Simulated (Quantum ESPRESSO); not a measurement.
ZnSe has the cubic space group F-43m (No. 216), the zinc blende structure, Pearson symbol cF8. Lattice parameters: a = b = c = 5.6328 Å, α = β = γ = 90.00°. Zn on 4a sees 4 Se at 2.439 Å (tetrahedral). Se on 4d is coordinated by 4 Zn at 2.439 Å (tetrahedral). (Neighbours: up to the widest gap in distance over summed covalent radii, below 1.35, at either atom; cation-cation contacts left out.)
(The calculation used a cell of 2 atoms; values per cell refer to that cell.)

Cell and atoms were relaxed with PBEsol from Materials Project entry mp-1190, within its symmetry.

Task: What does PBE (stringent potentials; Quantum ESPRESSO, PseudoDojo norm-conserving, 104 Ry, scalar-relativistic) give for the electronic structure near the Fermi level?

Result: The PBE gap is direct, 1.37 eV at Γ. Spin-orbit splittings are left out.
